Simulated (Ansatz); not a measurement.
# RbIr (CsCl type) with and without relativity

```
CELL_PARAMETERS angstrom
3.80792 0.00000 0.00000
0.00000 3.80792 0.00000
0.00000 0.00000 3.80792
ATOMIC_POSITIONS crystal
Rb 0.00000 0.00000 0.00000
Ir 0.50000 0.50000 0.50000
```

The cell comes from a relaxation on PAW files under the same functional, begun from a prototype that needn't be the stable phase.

All-electron LAPW in Ansatz 0.2.0 under PBE, with a Γ-centred 9×9×9 k mesh, Fermi–Dirac smearing of 0.05 eV, no spin polarisation. The basis error target is 0.5 meV/atom. The same cell is solved at each level of relativity (Schrödinger's equation, the scalar-relativistic one, Dirac's), and each level may then relax the cell.

The elements are taken as Ir fcc, Rb bcc, each relaxed on PAW files under the same functional and computed by the same method as the compound; zero-point and thermal terms are left out. Formation energies keep the scalar-relativistic cells of compound and elements, so at the other levels neither side is at rest.

```csv
level,P at the cell (GPa),gap (eV),ΔE(formation) at the fixed cells (eV/atom),relaxed V (Å³/atom)
scalar-relativistic,-0.02,0.00,1.984,27.61
non-relativistic,0.11,0.00,0.913,27.75
with spin–orbit coupling,?,0.00,1.899,29.04
```

(1) Fill in "P at the cell (GPa)" for the row "with spin–orbit coupling".

(2) Does scalar relativity shrink or swell this crystal?

(3) How do the Löwdin populations move when relativity is switched off?

## Answers

(1) 1.17.

(2) It shrinks it by 0.5 % in volume against the non-relativistic cell.

(3) Rb 5s 0.48 → 0.44, Rb 4p 5.96 → 5.93, Ir 6s 1.07 → 0.50, Ir 5d 8.34 → 8.92 electrons an atom. The projections hold only the shells that the free atoms fill, so charge of other character is partly counted to these shells and partly left out.
